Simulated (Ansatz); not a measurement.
Geometry optimisation in Ansatz: input, command and trajectory.

```yaml
crystal:
  lattice:
    - [4.3293441427, 0.0, 0.0]
    - [-2.1646720713, 3.7493220093, 0.0]
    - [0.0, 0.0, 25.1262819118]
  atoms:
    - { symbol: Ge, position: [0.0, 0.0, 0.5] }
    - { symbol: Sb, position: [0.6666666667, 0.3333333333, 0.9199652838] }
    - { symbol: Sb, position: [0.3333333333, 0.6666666667, 0.351095885] }
    - { symbol: Sb, position: [0.3333333333, 0.6666666667, 0.0800347162] }
    - { symbol: Sb, position: [0.6666666667, 0.3333333333, 0.648904115] }
    - { symbol: Te, position: [0.3333333333, 0.6666666667, 0.8516142647] }
    - { symbol: Te, position: [0.6666666667, 0.3333333333, 0.1483857353] }
    - { symbol: Te, position: [0.0, 0.0, 0.7167626972] }
    - { symbol: Te, position: [0.6666666667, 0.3333333333, 0.4322657189] }
    - { symbol: Te, position: [0.3333333333, 0.6666666667, 0.5677342811] }
    - { symbol: Te, position: [0.0, 0.0, 0.0] }
    - { symbol: Te, position: [0.0, 0.0, 0.2832373028] }
basis:
  ecutwfc: 500
kpoints:
  mp_grid: { grid: [6, 6, 2] }
hamiltonian:
  xc: r2scan
scf:
  occupations: { method: gaussian, width: 0.02 }
output:
  forces: true
  stress: true
  eigenvalues: true
  write_density: true
  write_potential: true
  elf: true
  volumetric_format: npy
relax:
  adjacent_minimum: "off"
  f_tol: 0.01
  max_steps: 30
  cell: { stress_tol: 0.1, fix: [volume] }
```

```bash
ansatz run input.yaml --threads 4 --pin off --max-ram 10240MiB --backend cpu --events-out ev --progress --plain --runs-dir out
```

Computed with Ansatz 0.2.0, DFT r2SCAN, scalar-relativistic, plane waves, PAW.

The volume is held at 1.03 times that of the relaxed cell.

Of 5 frames 4 are shown, positions in Å and forces in eV/Å; the SCF threshold varies from step to step. Steps run on the plane waves of an earlier cell, with a Pulay correction in the pressure. The basis is chosen afresh for the last frame, the zero of the energies, and at times for earlier ones too; energy and pressure can step there, also at an unchanged geometry. Where two frames share a geometry here, they differ by under 2 meV/atom and 0.3 GPa. The mark taken_back stands on steps that the optimiser undid.

```xyz
12
Lattice="4.3293 0.0000 0.0000 -2.1647 3.7493 0.0000 0.0000 0.0000 25.1263" Properties=species:S:1:pos:R:3:forces:R:3 pbc="T T T" step=1 free_energy_over_end_meV_per_atom=2.92 pressure_GPa=-1.37
Ge    0.0000    0.0000   12.5631    0.0000    0.0000    0.0000
Sb    2.1647    1.2498   23.1153    0.0000    0.0000   -0.0739
Sb    0.0000    2.4995    8.8217    0.0000    0.0000   -0.0806
Sb    0.0000    2.4995    2.0110    0.0000    0.0000    0.0739
Sb    2.1647    1.2498   16.3045    0.0000    0.0000    0.0806
Te    0.0000    2.4995   21.3979    0.0000    0.0000    0.2135
Te    2.1647    1.2498    3.7284    0.0000    0.0000   -0.2135
Te    0.0000    0.0000   18.0096    0.0000    0.0000   -0.2132
Te    2.1647    1.2498   10.8612    0.0000    0.0000   -0.0083
Te    0.0000    2.4995   14.2651    0.0000    0.0000    0.0083
Te    0.0000    0.0000    0.0000    0.0000    0.0000    0.0000
Te    0.0000    0.0000    7.1167    0.0000    0.0000    0.2132
12
Lattice="4.3164 0.0000 0.0000 -2.1582 3.7381 0.0000 0.0000 0.0000 25.2769" Properties=species:S:1:pos:R:3:forces:R:3 pbc="T T T" step=2 free_energy_over_end_meV_per_atom=3.14 pressure_GPa=0.22 taken_back
Ge    0.0000    0.0000   12.6384    0.0000    0.0000    0.0000
Sb    2.1582    1.2460   23.3264    0.0000    0.0000    0.0716
Sb    0.0000    2.4921    8.9977    0.0000    0.0000    0.0563
Sb    0.0000    2.4921    1.9505    0.0000    0.0000   -0.0716
Sb    2.1582    1.2460   16.2792    0.0000    0.0000   -0.0563
Te    0.0000    2.4921   21.6708    0.0000    0.0000   -0.2567
Te    2.1582    1.2460    3.6061    0.0000    0.0000    0.2567
Te    0.0000    0.0000   17.9242    0.0000    0.0000    0.2346
Te    2.1582    1.2460   10.9749    0.0000    0.0000    0.0443
Te    0.0000    2.4921   14.3020    0.0000    0.0000   -0.0443
Te    0.0000    0.0000    0.0000    0.0000    0.0000    0.0000
Te    0.0000    0.0000    7.3526    0.0000    0.0000   -0.2346
12
Lattice="4.3095 0.0000 0.0000 -2.1548 3.7322 0.0000 0.0000 0.0000 25.3578" Properties=species:S:1:pos:R:3:forces:R:3 pbc="T T T" step=3 free_energy_over_end_meV_per_atom=0.17 pressure_GPa=-0.61
Ge    0.0000    0.0000   12.6789    0.0000    0.0000    0.0000
Sb    2.1548    1.2441   23.3648    0.0000    0.0000   -0.0048
Sb    0.0000    2.4881    8.9601    0.0000    0.0000   -0.0036
Sb    0.0000    2.4881    1.9930    0.0000    0.0000    0.0048
Sb    2.1548    1.2441   16.3976    0.0000    0.0000    0.0036
Te    0.0000    2.4881   21.6687    0.0000    0.0000    0.0141
Te    2.1548    1.2441    3.6891    0.0000    0.0000   -0.0141
Te    0.0000    0.0000   18.0814    0.0000    0.0000   -0.0208
Te    2.1548    1.2441   10.9832    0.0000    0.0000    0.0224
Te    0.0000    2.4881   14.3746    0.0000    0.0000   -0.0224
Te    0.0000    0.0000    0.0000    0.0000    0.0000    0.0000
Te    0.0000    0.0000    7.2764    0.0000    0.0000    0.0208
12
Lattice="4.2995 0.0000 0.0000 -2.1498 3.7235 0.0000 0.0000 0.0000 25.4763" Properties=species:S:1:pos:R:3:forces:R:3 pbc="T T T" step=5 free_energy_over_end_meV_per_atom=0.00 pressure_GPa=-0.41
Ge    0.0000    0.0000   12.7382    0.0000    0.0000    0.0000
Sb    2.1498    1.2412   23.4815    0.0000    0.0000    0.0010
Sb    0.0000    2.4823    9.0243    0.0000    0.0000    0.0014
Sb    0.0000    2.4823    1.9949    0.0000    0.0000   -0.0010
Sb    2.1498    1.2412   16.4520    0.0000    0.0000   -0.0014
Te    0.0000    2.4823   21.7840    0.0000    0.0000   -0.0053
Te    2.1498    1.2412    3.6923    0.0000    0.0000    0.0053
Te    0.0000    0.0000   18.1360    0.0000    0.0000    0.0070
Te    2.1498    1.2412   11.0475    0.0000    0.0000    0.0065
Te    0.0000    2.4823   14.4288    0.0000    0.0000   -0.0065
Te    0.0000    0.0000    0.0000    0.0000    0.0000    0.0000
Te    0.0000    0.0000    7.3403    0.0000    0.0000   -0.0070
```

It took 4.8 min on 4 threads of AMD EPYC (Zen 3), on a shared host, peak memory 2.5 GiB.

The cell holds layers, and r2SCAN describes their binding at middle range but leaves out its long-range dispersion part.